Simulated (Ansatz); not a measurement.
Space group P2_13 (No. 198). a = 6.225 Å, b = 6.225 Å, c = 6.225 Å, α = 90.00°, β = 90.00°, γ = 90.00°
```json
{"atom": "Al", "site": "4a", "symmetry": ".3.", "x": "0.4398", "y": "0.9398", "z": "0.5602"}
{"atom": "Cu", "site": "4a", "symmetry": ".3.", "x": "0.8088", "y": "0.3088", "z": "0.1912"}
{"atom": "Cu", "site": "12b", "symmetry": "1", "x": "0.0472", "y": "0.8754", "z": "0.7008"}
```

Equation of state of this AlCu₄ structure (not necessarily the ground state), with shape and atoms relaxed at each volume where symmetry leaves them free. It has no gap at any of these volumes. These are results of DFT PBEsol, scalar-relativistic, plane waves, PAW (Ansatz), not measurements.

Cutoff 420 eV; k points 6×6×6 on the computed 20-atom cell (Γ-centred); Gaussian smearing, width 0.10 eV; no spin polarisation.

| V (Å³/atom) | E − E(largest V) (meV/atom) | P (GPa) |
| --- | --- | --- |
| 10.612 | 55.75 | 25.55 |
| 10.974 | 7.53 | 17.43 |
| 11.336 | -23.85 | 10.59 |
| 11.697 | -41.05 | 4.85 |
| 12.059 | -46.35 | 0.00 |
| 12.421 | -41.59 | -4.07 |
| 12.783 | -28.42 | -7.49 |
| 13.265 | 0.00 | -11.23 |

Question: Fit a third-order Birch–Murnaghan equation to E(V).

Answer: V0 = 12.06 Å³/atom, B0 = 148 GPa, B0' = 4.7.